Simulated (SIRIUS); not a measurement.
Consider a self-consistent single point of Si₂W (I4/mmm, 3 atoms in the cell; from Materials Project mp-1620, changed as shown).

```
CELL_PARAMETERS angstrom
     -1.61866     1.61866     3.92844
      1.61866    -1.61866     3.92844
      1.61866     1.61866    -3.92844
ATOMIC_POSITIONS crystal
  Si 0.33499 0.33499 0.00000
  Si 0.66501 0.66501 0.00000
  W  0.00000 0.00000 0.00000
```

All values come from this method and carry its errors: PBE, PseudoDojo 0.5 standard norm-conserving PBE (tails mended) pseudopotentials (plane waves; SIRIUS).

SIRIUS settings:

- parameters.ngridk = 12 12 12
- parameters.xc_functionals = [XC_GGA_X_PBE, XC_GGA_C_PBE]
- parameters.gk_cutoff = 8.602 1/bohr
- parameters.pw_cutoff = 17.205 1/bohr
- parameters.smearing = fermi_dirac
- parameters.smearing_width = 0.00367493 Ha
- potentials = PseudoDojo 0.5 standard norm-conserving PBE (tails mended) pseudopotentials
- parameters.electronic_structure_method = pseudopotential
- parameters.num_bands = 15
- parameters.num_mag_dims = 0
- parameters.num_dft_iter = 100
- parameters.energy_tol = 1e-07 Ha
- parameters.density_tol = 1e-06
- mixer.type = anderson
- mixer.beta = 0.5
- mixer.use_hartree = false

Results:

| Quantity | Result |
|---|---|
| Number of valence electrons | 22 |
| Number of bands | 15 |
| Number of k-points after the program's reduction | 163 |
| Number of plane waves (most at a k-point) | 3033 |
| Number of SCF iterations | 31 |
| FFT grid | 50 × 50 × 50 |
| Free energy E − TS | -2295.3557 eV |
| Fermi level (on the code's own zero) | 16.38 eV |
| Pressure | -0.57 GPa |
| Largest force (vector length) | 0.071 eV/Å |

Forces (eV/Å):
```tsv
atom	Fx	Fy	Fz
Si1	0.000	0.000	-0.071
Si2	0.000	0.000	0.071
W3	0.000	0.000	0.000
```

Stress (GPa, positive for compression):
```
-1.11   0.00   0.00
 0.00  -1.11   0.00
 0.00   0.00   0.50
```

For comparison: a first run was changed to give this one (volume scaled by 1.02), and from it to this one the free energy drops by 2.8 meV/atom, the pressure goes from 3.93 to -0.57 GPa and the largest force goes from 0.126 to 0.071 eV/Å.

The structure comes from a collection of computed structures, made at another level of theory; the collection holds predicted forms beside known ones. Its lattice was then scaled.

Cost on one core: around 5 core-minutes (rough).

“Tails mended”: in these copies of the files the far tail of each local potential was reset to the Coulomb form.
